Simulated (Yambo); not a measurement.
GaAlN₂ (space group P3m1, No. 156), G0W0@LDA in Yambo (6×6×4 mesh, plasmon pole; 10 Ry block, no terminator). The number N of bands in W and G is varied.

| N | x = 1/N | gap Γ → Γ (eV) | shift of the valence edge (eV) |
|---|---|---|---|
| 40 | 0.02500 | 4.123 | 0.200 |
| 57 | 0.01754 | 4.102 | 0.030 |
| 80 | 0.01250 | 4.103 | -0.133 |
| 104 | 0.00962 | ? | ? |

Basis-set arguments suggest E = E∞ + A x. Fix A and E∞ from the two rows above the withheld one, predict the row at 104 bands, and test the form.

Gap: A = (4.103 − (4.102))/(0.01250 − 0.01754) = -0.20, E∞ = 4.105 eV, so 4.104 eV is predicted; the run gave 4.121 eV (miss 17 meV). The first two rows have slope 2.82, so the form doesn't hold yet over the whole range. Shift: A = (-0.133 − (0.030))/(0.01250 − 0.01754) = 32.3, E∞ = -0.537 eV, so -0.226 eV is predicted; the run gave -0.239 eV (miss 13 meV). The first two rows have slope 22.8, so the form doesn't hold yet over the whole range. The other settings are held fixed.

The standard potential for Ga keeps a d shell in the valence without the s and p states of that shell. In tests on such compounds this moved G0W0 gaps by up to about 0.9 eV, so absolute quasiparticle energies here are unreliable; differences between settings are what counts.

Spin-orbit coupling is not included.

Geometry relaxed with LDA; primitive cell a = b = 3.1149 Å, c = 5.0482 Å, α = β = 90.00°, γ = 120.00°.

The structure is a Materials Project entry; no match was found in the copy of COD used, and its stability was not checked.

A shift is the quasiparticle energy of the state minus its LDA energy.
